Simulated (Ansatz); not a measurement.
LiIn:
```yaml
crystal:
  lattice:
    - [0.00000, 3.39028, 3.39028]
    - [3.39028, 0.00000, 3.39028]
    - [3.39028, 3.39028, 0.00000]
  atoms:
    - { symbol: In, position: [0.50000, 0.50000, 0.50000] }
    - { symbol: In, position: [0.75000, 0.75000, 0.75000] }
    - { symbol: Li, position: [0.00000, 0.00000, 0.00000] }
    - { symbol: Li, position: [0.25000, 0.25000, 0.25000] }
```

Relaxed with PBEsol. Special points in fractions of this cell's reciprocal vectors: Γ (0.000, 0.000, 0.000); X (0.500, 0.000, 0.500); U (0.625, 0.250, 0.625); K (0.375, 0.375, 0.750); L (0.500, 0.500, 0.500); W (0.500, 0.250, 0.750).

Task: List the band energies nearest the Fermi level at these points for PBEsol with spin–orbit coupling in the plane-wave PAW code Ansatz.

Result: In eV from the Fermi level; about four levels below and three above (degenerate sets whole), none deeper than 8.9 eV; points with the same levels are listed once.

```
k                    below                above
-  -----------------------  -------------------
Γ                        –  0.33 0.33 0.58 0.58
X  -0.06 -0.06 -0.06 -0.06  6.58 6.58 6.58 6.58
U  -3.71 -3.71 -2.41 -2.41  0.07 0.07 2.13 2.13
L  -0.68 -0.68 -0.01 -0.01  0.92 0.92 0.96 0.96
W  -3.45 -3.45 -3.35 -3.35  1.89 1.89 1.96 1.96
```

Space group Fd-3m. The workflow started from an entry of the Crystallography Open Database (COD). Its standing as an ambient phase is unchecked. Symmetry was held in the PBEsol relaxation; of distortions, only those at the zone centre were tested.

Potentials: the later of the program's two PAW sets.
